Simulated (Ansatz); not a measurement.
PIr, one cell by several methods

```
Ir P
1.0
     0.00000    2.46480    2.46480
     2.46480    0.00000    2.46480
     2.46480    2.46480    0.00000
Ir P
1 1
Cartesian
  0.0000 0.0000 0.0000
  2.4648 2.4648 2.4648
```

Atoms are numbered in the order listed.

The cell was built from the rocksalt type and relaxed in the same program, and has space group Fm-3m; it needn't be a known or the stable phase.

No spin–orbit coupling, which matters for the heavy atoms here.

Methods: DFT, PBE, PAW with Ansatz's default frozen-core files, scalar-relativistic (Ansatz 0.2.0); DFT, PBE, all-electron PAW with datasets made for the crystal, scalar-relativistic (Ansatz 0.2.0); DFT, PBE, all-electron LAPW, scalar-relativistic (Ansatz 0.2.0).

For PAW: a Γ-centred 13×13×13 k mesh, Fermi–Dirac smearing of 0.05 eV, cutoff 420 eV, no spin polarisation. The crystal-made all-electron datasets (AE datasets) take a cutoff of 260 eV at this cell. LAPW targets a basis error of 0.5 meV/atom. The Ansatz runs share mesh, smearing and spin set-up. Plane-wave (PAW) pressures include the program's estimate of the Pulay term.

Stress and pressure are positive in compression.

Levels count from the Fermi level.

```
                      quantity     PAW  AE datasets    LAPW
                pressure (GPa)    0.00         0.04    0.04
highest filled level at K (eV)  -0.141       -0.142  -0.142
  lowest empty level at K (eV)   0.137        0.137   0.137
highest filled level at X (eV)  -0.133       -0.132  -0.132
highest filled level at Γ (eV)  -2.985       -2.983  -2.983
  lowest empty level at Γ (eV)   0.222        0.223   0.223
```
